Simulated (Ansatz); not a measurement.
**Clamped-ion strain scan in Ge**

Level of theory: DFT PBEsol, scalar-relativistic, plane waves, PAW in Ansatz 0.2.0. Cutoff 420 eV, Γ-centred 20×20×20 k-points, Gaussian smearing of 0.15 eV. No spin polarisation. Energies are free energies at this smearing, counted from the undisturbed cell; pressure is positive in compression.

Zero of the scan (as given, not relaxed at this level; it stands at -0.7 GPa; this form isn't the usual structure):

```
Ge
1.0
    -2.57449    2.57449    1.39741
     2.57449   -2.57449    1.39741
     2.57449    2.57449   -1.39741
Ge
2
Direct
  0.25000 0.75000 0.50000
  0.50000 0.50000 0.00000
```

The cell is strained by ε times the Voigt pattern (0, 0, 1, 0, 0, 0) (xx, yy, zz, yz, xz, xy; engineering shear) with fractional coordinates fixed. The cell is metallic on the mesh throughout.

| ε | ΔE (meV/atom) |
| --- | --- |
| -0.1000 | 108.0 |
| -0.0750 | 54.0 |
| -0.0500 | 21.0 |
| -0.0250 | 4.4 |
| 0.0000 | 0.0 |
| 0.0250 | 4.2 |
| 0.0500 | 15.3 |
| 0.0750 | 31.7 |
| 0.0875 | 41.5 |
| 0.1000 | 52.1 |

(1) Predict the pressure (GPa) at each point.

Answers

(1)
| ε | pressure (GPa) |
| --- | --- |
| -0.1000 | 11.0 |
| -0.0750 | 7.1 |
| -0.0500 | 3.9 |
| -0.0250 | 1.4 |
| 0.0000 | -0.7 |
| 0.0250 | -2.4 |
| 0.0500 | -3.8 |
| 0.0750 | -4.9 |
| 0.0875 | -5.4 |
| 0.1000 | -5.9 |